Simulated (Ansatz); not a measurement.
A generator proposed this cell of Ta5Ru.

```yaml
crystal:
  lattice:
    - [3.18758, 0.00000, 0.00000]
    - [0.00000, 3.18758, 0.00000]
    - [0.00000, 0.00000, 9.56275]
  atoms:
    - { symbol: Ta, position: [0.00000, 0.00000, 0.16667] }
    - { symbol: Ta, position: [0.50000, 0.50000, 0.33333] }
    - { symbol: Ta, position: [0.50000, 0.50000, 0.66667] }
    - { symbol: Ta, position: [0.00000, 0.00000, 0.83333] }
    - { symbol: Ta, position: [0.50000, 0.50000, 0.00000] }
    - { symbol: Ru, position: [0.00000, 0.00000, 0.50000] }
```

Method: Ansatz, DFT PBE, scalar-relativistic, plane waves, PAW. Plane waves to 420 eV, a k mesh through Γ of 6×6×2 on the computed 6-atom cell and Gaussian smearing (0.10 eV); no spin polarisation.

Formation energies are uncorrected and refer to the elements' standard structures at the same level.

**Question.** What does a single point on this coarse mesh give?

**Answer.** The pressure is 18.9 GPa (the mean over three directions, positive in compression), the largest force is 1.46 eV/Å, and the energy is −0.10 eV/atom against the elements. The shortest distance is 2.76 Å.

**Question.** Is it a good guess?

**Answer.** A good one: relaxing gains under 0.1 eV/atom (the start's value is from the coarse mesh, so the gain is rough) in 11 ionic steps and ends at −0.19 eV/atom on the finer mesh. The symmetry stays P4/mmm (No. 123). The volume per atom grows by 7.7 %, from 16.2 to 17.4 Å³. The shortest distance goes from 2.76 Å (Ta–Ru and Ta–Ta) to 2.78 Å (Ta–Ru). Conventional cell: a = 3.240 Å, c = 9.972 Å. Around Ta on a site of symmetry 4mm lie 8 Ta at 2.85–2.86 Å, 5 Ta at 3.24–3.39 Å and 1 Ru at 3.29 Å; around Ta on a second site of symmetry 4mm lie 4 Ru at 2.78 Å, 4 Ta at 2.86 Å and 6 Ta at 3.16–3.40 Å; around Ru lie 8 Ta at 2.78 Å, 4 Ru at 3.24 Å and 2 Ta at 3.29 Å; 1 more site not described.

The last run used a 12×12×4 mesh (in the run's order of axes) for its 6-atom cell and Gaussian smearing of 0.10 eV. These runs have no spin–orbit coupling, which can matter for Ta. The relaxation can't lower the symmetry of the start, and the grade says only how near the guess is to its own end. A later test with randomly moved atoms came back to the same energy, though modes that don't fit the test's cell weren't probed.
